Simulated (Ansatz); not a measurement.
Total density of states per atom from LDA (plane waves, PAW; program Ansatz), in 0.25 eV bins, energy from the Fermi level:

```
E (eV)  states/eV/atom
------  --------------
-7.85             0.10
-7.60             0.13
-7.35             0.28
-7.10             0.80
-6.85             0.61
-6.60             0.33
-6.35             0.46
-6.10             0.94
-5.85             1.18
-5.60             1.30
-5.35             1.65
-5.10             1.21
-4.85             0.97
-4.60             1.10
-4.35             1.11
-4.10             1.48
-3.85             1.53
-3.60             1.05
-3.35             0.68
-3.10             0.82
-2.85             0.61
-2.60             1.04
-2.35             1.18
-2.10             1.93
-1.85             1.55
-1.60             1.66
-1.35             1.30
-1.10             0.89
-0.85             1.18
-0.60             0.74
-0.35             0.61
-0.10             0.67
0.15              0.51
0.40              0.32
0.65              0.17
0.90              0.08
1.15              0.12
1.40              0.20
1.65              0.53
1.90              0.70
2.15              0.44
2.40              0.40
2.65              0.36
2.90              0.34
3.15              0.31
3.40              0.31
3.65              0.28
3.90              0.24
4.15              0.22
4.40              0.30
4.65              0.34
```

### Question
Pick the material that matches.
(A) ZrAl3, Cu3Au type
(B) Ga2Cu, P4/mmm (Ga on 2h, Cu on 1a)
(C) TaGa3, I4/mmm (Ta on 2a, Ga on 2b, Ga on 4d)
(D) GaPt3, Cu3Au type

### Answer
D, GaPt3, Cu3Au type. Within 0.5 eV of the Fermi level: Pt 5d 85 %, Ga 4s 6 %. Projections are on Löwdin-orthogonalised atomic valence shells; empty p or d shells of many metals are not among them.

Space group Pm-3m (Cu3Au type). The workflow started from a Materials Project entry (that database holds measured and hypothetical structures alike); the Crystallography Open Database copy checked does not list it. COD files the formula under space group No. 127. Whether it is the stable phase at ambient conditions was not checked. Symmetry was held in the LDA relaxation; whether a distortion lowers the energy is not shown. No spin polarisation was allowed. Scalar-relativistic: spin–orbit coupling is off unless named, which matters more the heavier the elements.

Potentials: the later of the program's two PAW sets.
